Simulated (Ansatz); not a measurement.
CoSn (CoSn type, space group P6/mmm)

Space group P6/mmm (No. 191); a = b = 5.2178 Å, c = 4.1725 Å, α = β = 90.00°, γ = 120.00°

```
atom  site  symmetry       x       y       z
----  ----  --------  ------  ------  ------
Co      3f       mmm  0.0000  0.5000  0.0000
Sn      1a     6/mmm  0.0000  0.0000  0.0000
Sn      2d      -6m2  0.3333  0.6667  0.5000
```

The relaxed cell is deformed in two ways at once: its volume V is scaled, and at that volume it is stretched along z (the c axis of the conventional cell) so that c/a changes. Fractional atomic positions are held.

Computed with PBEsol (plane waves to 420 eV, PAW, scalar-relativistic; Ansatz, a first-principles code). k mesh 10×10×11 (Γ-centred), Fermi-Dirac smearing 0.05 eV. Stress and pressure are positive under compression. With partly filled bands, the response to shear is sensitive to the k mesh, so small differences along c/a are uncertain. CoSn is run without spin polarisation. CoSn was relaxed with its symmetry unable to fall. 

### Question
Predict the P (GPa) at all points of the grid V/V₀ = 0.920, 0.947, 0.973, 1.000, 1.027, 1.053, 1.080 by (c/a)/(c/a)₀ = 0.880, 0.920, 0.960, 1.000, 1.040, 1.080, 1.120.

### Answer
P (GPa), with V/V₀ across and (c/a)/(c/a)₀ down:

```
(c/a)/(c/a)₀ \ V/V₀  0.920  0.947  0.973  1.000  1.027  1.053  1.080
-------------------  -----  -----  -----  -----  -----  -----  -----
0.880                 17.6   11.7    6.6    2.3   -1.4   -4.6   -7.3
0.920                 16.0   10.2    5.2    1.0   -2.7   -5.8   -8.5
0.960                 15.1    9.4    4.4    0.2   -3.4   -6.5   -9.1
1.000                 14.8    9.1    4.2    0.0   -3.6   -6.7   -9.3
1.040                 15.2    9.4    4.5    0.3   -3.4   -6.4   -9.1
1.080                 16.1   10.3    5.3    1.0   -2.7   -5.8   -8.5
1.120                 17.5   11.6    6.6    2.2   -1.5   -4.7   -7.5
```

(Under strain, the slope of the energy per volume gives the stress and its curvature an elastic modulus.)
